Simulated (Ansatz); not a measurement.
TiN (rock salt)

```yaml
crystal:
  lattice:
    - [0.00000, 2.10198, 2.10198]
    - [2.10198, 0.00000, 2.10198]
    - [2.10198, 2.10198, 0.00000]
  atoms:
    - { symbol: N, position: [0.00000, 0.00000, 0.00000] }
    - { symbol: Ti, position: [0.50000, 0.50000, 0.50000] }
```

In each cell atom 1 (N, nearest neighbour Ti at 2.102 Å; its periodic images, 3.0 Å or more away, move with it) moves by s·(0.000, 0.000, 1.000) (along Cartesian z), the rest being held.

The numbers are results of PBEsol (plane waves to 420 eV, PAW, scalar-relativistic; Ansatz, an electronic-structure program), not measurements. k mesh 15×15×15 (Γ-centred), Fermi-Dirac smearing 0.05 eV. The energy includes the smearing's −TS. With partly filled bands, energies and forces of such displacements shift with the k mesh and the smearing. TiN is run without spin polarisation. TiN was relaxed with its symmetry unable to fall. ΔE is measured from the undisplaced structure. The last digit holds for this mesh only.

| s (Å) | ΔE (meV/cell) |
|---|---|
| -0.210 | 260.2 |
| -0.168 | 165.3 |
| -0.126 | 92.3 |
| -0.084 | withheld |
| -0.042 | 10.1 |
| 0.000 | 0.0 |
| 0.042 | 10.1 |
| 0.084 | withheld |
| 0.126 | 92.3 |
| 0.168 | 165.3 |
| 0.210 | 260.2 |

Task: Fit an even polynomial form (powers 2, 4) to the given rows and predict ΔE at s = 0.084.

Result: Least squares on the 9 given rows: ΔE = (5771)·s² + (2944)·s⁴, in meV/cell with s in Å; root-mean-square residual 0.06 meV/cell. At 0.084 the fit gives 40.9 meV/cell; the calculation gives 40.8 meV/cell, so the interpolation is off by 0.1 (+0.2 %). The quadratic term alone would give 40.7 meV/cell.

(For displaced atoms, the force is minus the slope of the energy, and its curvature is a force constant, which sets phonon frequencies.)
